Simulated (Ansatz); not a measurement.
## Cr2B: do energies and stresses tell the same story?

These are results of DFT PBEsol, scalar-relativistic, plane waves, PAW in Ansatz 0.2.0, not measurements.

Plane waves to 420 eV, a k mesh through Γ of 12×12×12 on the computed 6-atom cell and Gaussian smearing (0.10 eV); no spin polarisation.

Relaxed cell: I4/mcm, a = 5.085 Å, b = 5.085 Å, c = 4.234 Å, α = 90.00°, β = 90.00°, γ = 90.00°, 6 atoms in the primitive cell. Whether it is the stable form of this composition wasn't checked.

Energies at zero smearing and pressures from the stress tensor, at volumes with shape and atoms relaxed:
| V (Å³/atom) | E − E(first) (meV/atom) | P (GPa) |
| --- | --- | --- |
| 8.030 | 0.00 | 52.22 |
| 8.304 | -74.92 | 35.99 |
| 8.578 | -124.15 | 22.10 |
| 8.851 | -151.37 | 10.19 |
| 9.125 | -159.75 | 0.00 |
| 9.399 | -151.99 | -8.73 |
| 9.673 | -130.42 | -16.20 |
| 10.038 | -83.58 | -24.49 |

Question: Check P = −dE/dV between neighbouring volumes, and get the bulk modulus from the pressures alone.

Answer: With 1 eV/Å³ = 160.2 GPa:
| middle V (Å³/atom) | −ΔE/ΔV (GPa) | mean P (GPa) |
| --- | --- | --- |
| 8.167 | 43.849 | 44.109 |
| 8.441 | 28.811 | 29.045 |
| 8.715 | 15.931 | 16.143 |
| 8.988 | 4.904 | 5.095 |
| 9.262 | -4.540 | -4.366 |
| 9.536 | -12.626 | -12.464 |
| 9.855 | -20.558 | -20.344 |

The two differ by 0.26 GPa at most. The mean of two end pressures misses the average over a step by about ΔV² P″/12, up to 0.21 GPa here; with that taken off 0.07 GPa remains. The stress is the derivative of the free energy, not of the energy at zero smearing, and with free energies 0.00 GPa remains. Around V = 9.125 Å³/atom, the two neighbours give B = −V ΔP/ΔV = 9.125 × 18.92 / 0.548 = 315.4 GPa, against B0 = 314.0 GPa from the Birch–Murnaghan fit of the energies.

A ferromagnetic start lost its moments in a first run, so spin was left out; other magnetic orders weren't tried.